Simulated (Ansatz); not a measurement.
Question: Tc (dhcp (α-La type), P6_3/mmc) is relaxed with plane-wave PAW LDA (Ansatz code). What lattice parameters of the conventional cell result?

Answer: a = 2.709 Å, c = 8.670 Å.

The workflow started from a Materials Project entry (that database holds measured and hypothetical structures alike). Its sites differ from those of the usual phase in this space group: another stacking or structure type. Symmetry was held in the LDA relaxation; its stability against distortions is not shown here. The run is not spin-polarised. Axis ratios of metals converge slowly with the k-mesh, so a and c are less sure than the volume.

Potentials: the later of the program's two PAW sets.
